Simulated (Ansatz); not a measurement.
ScGeCN:
```yaml
crystal:
  lattice:
    - [3.38572, 0.00000, 0.00000]
    - [-1.69286, 2.93212, 0.00000]
    - [0.00000, 0.00000, 5.33086]
  atoms:
    - { symbol: Sc, position: [0.33333, 0.66667, 0.52490] }
    - { symbol: Ge, position: [0.66667, 0.33333, 0.99759] }
    - { symbol: C, position: [0.33333, 0.66667, 0.09302] }
    - { symbol: N, position: [0.66667, 0.33333, 0.63448] }
```

Relaxed with r²SCAN. Special points in fractions of this cell's reciprocal vectors: Γ (0.000, 0.000, 0.000); M (0.500, 0.000, 0.000); K (0.333, 0.333, 0.000); A (0.000, 0.000, 0.500); L (0.500, 0.000, 0.500); H (0.333, 0.333, 0.500).

Task: List the band energies nearest the valence-band maximum at these points for r²SCAN in the plane-wave PAW code Ansatz.

Result: In eV from the valence-band maximum; about four levels below and three above (degenerate sets whole), none deeper than 8.9 eV; points with the same levels are listed once.

```tsv
k	below	above
Γ	-2.58 -2.58 -0.07 -0.07 -0.07	2.91 4.55 4.55
M	-2.81 -2.45 -1.07 -0.14	3.22 3.73 4.91
K	-3.50 -1.99 -1.97 0.00	2.70 4.46 4.79
A	-2.58 -2.58 -1.41 -0.14 -0.14	3.96 4.96 4.96
L	-2.72 -2.64 -0.86 -0.46	2.60 3.76 4.63
H	-2.50 -2.09 -1.92 -0.44	2.64 3.20 5.04
```

Space group P3m1. The start of the workflow was typed in or built on a structure type; neither database checked (COD, Materials Project) lists it. Whether it is the stable phase at ambient conditions was not checked. Symmetry was held in the r²SCAN relaxation; its stability against distortions is not shown here. No spin polarisation was allowed. Spin–orbit coupling is left out wherever it is not named.

Potentials: the earlier of the program's two PAW sets. The files were generated under PBE; for other functionals the program regenerates the frozen cores, and for LDA and PBEsol the local potential too.
